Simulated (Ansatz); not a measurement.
## Competing spin states in SrMnO$_{3}$

```yaml
crystal:
  lattice:
    - [5.44340, 0.00000, 0.00000]
    - [-2.72170, 4.71412, 0.00000]
    - [0.00000, 0.00000, 9.07040]
  atoms:
    - { symbol: Sr, position: [0.00000, 0.00000, 0.00000] }
    - { symbol: Sr, position: [0.00000, 0.00000, 0.50000] }
    - { symbol: Sr, position: [0.33333, 0.66667, 0.25000] }
    - { symbol: Sr, position: [0.66667, 0.33333, 0.75000] }
    - { symbol: Mn, position: [0.33333, 0.66667, 0.61220] }
    - { symbol: Mn, position: [0.66667, 0.33333, 0.11220] }
    - { symbol: Mn, position: [0.33333, 0.66667, 0.88780] }
    - { symbol: Mn, position: [0.66667, 0.33333, 0.38780] }
    - { symbol: O, position: [0.81930, 0.63860, 0.25000] }
    - { symbol: O, position: [0.18070, 0.81930, 0.75000] }
    - { symbol: O, position: [0.36140, 0.18070, 0.25000] }
    - { symbol: O, position: [0.18070, 0.36140, 0.75000] }
    - { symbol: O, position: [0.81930, 0.18070, 0.25000] }
    - { symbol: O, position: [0.63860, 0.81930, 0.75000] }
    - { symbol: O, position: [0.50000, 0.00000, 0.00000] }
    - { symbol: O, position: [0.50000, 0.50000, 0.50000] }
    - { symbol: O, position: [0.00000, 0.50000, 0.00000] }
    - { symbol: O, position: [0.50000, 0.00000, 0.50000] }
    - { symbol: O, position: [0.50000, 0.50000, 0.00000] }
    - { symbol: O, position: [0.00000, 0.50000, 0.50000] }
```

Computed with plane-wave PAW DFT (Ansatz 0.2.0): r2SCAN with U_eff = 2.7 eV on Mn d (all-electron-ortho-atomic projectors), 500 eV cutoff, 6×6×3 Γ-centred mesh, fermi-dirac occupations of width 0.050 eV. The atoms are fixed and numbered as listed; spin is collinear, without spin-orbit coupling.

The cycle has several fixed points for this cell. Moments (μB):

```json
{"state": "A", "Mn5": "2.59", "Mn6": "-2.59", "Mn7": "2.59", "Mn8": "-2.59", "other atoms together": "0.00", "size of the net moment a cell": "0.00"}
{"state": "B", "Mn5": "0.00", "Mn6": "0.00", "Mn7": "0.00", "Mn8": "0.00", "other atoms together": "0.00", "size of the net moment a cell": "0.00"}
{"state": "C", "Mn5": "2.58", "Mn6": "2.58", "Mn7": "-2.58", "Mn8": "-2.58", "other atoms together": "0.00", "size of the net moment a cell": "0.00"}
{"state": "D", "Mn5": "2.64", "Mn6": "2.64", "Mn7": "2.64", "Mn8": "2.64", "other atoms together": "-0.19", "size of the net moment a cell": "12.00"}
{"state": "E", "Mn5": "2.62", "Mn6": "-2.62", "Mn7": "-2.62", "Mn8": "2.62", "other atoms together": "0.00", "size of the net moment a cell": "0.00"}
{"state": "F", "Mn5": "2.60", "Mn6": "2.62", "Mn7": "2.63", "Mn8": "-2.57", "other atoms together": "-0.10", "size of the net moment a cell": "6.00"}
```

Site moments are taken in small spheres that don't touch (radius about 0.4 of the atom's shortest bond), so those of the magnetic atoms read low, and they needn't add up to the net moment. State B was run without spin polarisation.

Q: What is the order in energy at zero smearing?

A: State C (antiparallel, compensated) comes first by a margin too small to trust; A (antiparallel, compensated) lies 0.9 meV above it, F (antiparallel, not compensated) lies 5.8 meV above it, E (antiparallel, compensated) lies 10.9 meV above it, D (parallel moments) lies 11.5 meV above it, B (without moments) lies 599 meV above it, all counted an atom of the cell. The two lowest differ by only 4.3 meV for each atom with a column above, which mesh or functional could overturn.

Q: Which states have a gap on the mesh, and what pressure does each exert on this cell?

A: A: gap 2.27 eV, 1.2 GPa; B: no gap, -4.8 GPa; C: gap 2.26 eV, 1.1 GPa; D: gap 1.45 eV, 2.2 GPa; E: gap 1.59 eV, 2.0 GPa; F: gap 1.54 eV, 1.6 GPa (positive in compression). Moments take up room: without them the pressure is lower, so that state wants a smaller cell.

Q: What do states D and C say about the exchange?

A: Between D and C the moments keep their size (2.64 against 2.58 μB in the mean), so the difference mostly measures the exchange between the flipped sites: the antiparallel order gains 57 meV for each Mn atom. The nearest flipped pair stands 2.50 Å apart. Flipped pairs are linked through O; the widest Mn–O–Mn angle among the nearer links is 180°, at 3.74 Å between the metal atoms. A nearly straight link favours antiparallel spins by superexchange as a rule of thumb, which fits.

Q: What does magnetism gain here?

A: 599 meV an atom of the cell, or 2994 meV for each Mn atom, against state B, which has none. A run without spin would miss this and give wrong energies and forces. That state isn't the paramagnet, which keeps its moments, so this is no ordering energy, and a U raises it further by its penalty on part-filled orbitals.

Of 5 runs begun from atoms with typed moments, each in a different pattern, 1 ended in state C: one start isn't enough to call a state the ground state.

The cell is that of a Crystallography Open Database entry, unchanged.

Caveats: only orders that fit this cell and collinear spins were tried, so the true order may need a larger cell or canted moments; atoms and cell are not relaxed, and each state would relax in its own way; the U is a value in common use, not computed for this crystal; the k mesh is coarse, so differences of a few meV are uncertain where a state is a metal; one start a pattern, so a lower state of the same pattern may exist.
